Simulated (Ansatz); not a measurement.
## Band table of Nb (bcc type)

```
Nb
1.0
    -1.63608    1.63608    1.63608
     1.63608   -1.63608    1.63608
     1.63608    1.63608   -1.63608
Nb
1
Direct
  0.00000 0.00000 0.00000
```

The base cell comes from a relaxation on PAW files under the same functional.

All numbers are PBEsol results (scalar-relativistic) from Ansatz 0.2.0, with a Γ-centred 16×16×16 k mesh, Fermi–Dirac smearing of 0.1 eV, no spin polarisation. Methods: LAPW: all electrons, basis error target 1 meV/atom.

Path points, in fractions of the reciprocal vectors: Γ (0.000, 0.000, 0.000), H (0.500, -0.500, 0.500), N (0.000, 0.000, 0.500), P (0.250, 0.250, 0.250). The distance column jumps between branches of the path. Levels in eV from the Fermi level; bands 13 to 17, counted from the lowest band of the run. The gap is zero, the pressure -0.01 GPa.

```
# k(1/Å) point b13 b14 b15 b16 b17
0.000 Γ -6.00 0.34 0.34 0.34 3.34
0.274 - -5.57 0.30 0.30 0.54 2.69
0.549 - -4.43 0.31 0.31 1.11 1.21
0.823 - -3.04 -0.44 0.63 0.63 2.02
1.097 - -2.27 -1.89 1.43 1.43 3.17
1.372 - -3.00 -2.70 2.76 2.76 4.40
1.646 - -3.69 -3.55 4.52 4.52 5.41
1.920 H -3.92 -3.92 5.82 5.82 5.82
2.114 - -3.79 -3.74 4.86 5.00 5.86
2.308 - -3.43 -3.23 3.18 3.48 5.96
2.502 - -3.01 -2.40 1.55 2.16 6.12
2.696 - -2.90 -1.30 0.16 1.64 6.30
2.890 - -3.26 -0.89 0.01 2.10 6.47
3.084 - -3.69 -1.54 1.43 2.95 5.10
3.278 N -3.87 -1.77 2.41 3.40 4.11
3.472 - -3.80 -1.68 1.84 3.43 4.02
3.666 - -3.68 -1.44 0.78 3.26 3.81
3.860 - -3.79 -1.07 0.00 2.95 3.42
4.054 - -4.39 -0.61 -0.09 2.15 2.73
4.248 - -5.19 -0.15 0.15 1.17 2.80
4.442 - -5.79 0.21 0.31 0.55 3.14
4.636 Γ -6.00 0.34 0.34 0.34 3.34
4.873 - -5.68 0.18 0.18 0.72 3.21
5.111 - -4.81 -0.30 -0.30 1.84 3.09
5.348 - -3.63 -0.92 -0.92 3.24 3.24
5.586 - -2.37 -1.40 -1.40 3.58 3.58
5.824 - -1.57 -1.57 -1.28 3.92 3.92
6.061 - -1.44 -1.44 -0.76 4.16 4.16
6.299 P -1.12 -1.12 -1.12 4.25 4.25
6.536 - -1.90 -0.82 -0.82 4.15 4.15
6.774 - -2.31 -0.79 -0.79 3.92 3.92
7.011 - -1.91 -1.27 -1.27 3.83 3.83
7.249 - -2.14 -2.14 -0.57 4.11 4.11
7.486 - -3.04 -3.04 1.58 4.71 4.71
7.724 - -3.69 -3.69 4.15 5.43 5.43
7.962 H -3.92 -3.92 5.82 5.82 5.82
9.625 P -1.12 -1.12 -1.12 4.25 4.25
9.762 - -1.43 -1.30 -0.72 4.20 4.24
9.899 - -1.75 -1.63 -0.21 4.06 4.22
10.036 - -2.35 -1.74 0.38 3.88 4.19
10.173 - -2.94 -1.79 1.02 3.69 4.16
10.310 - -3.44 -1.79 1.67 3.53 4.13
10.447 - -3.76 -1.77 2.19 3.43 4.11
10.585 N -3.87 -1.77 2.41 3.40 4.11
```
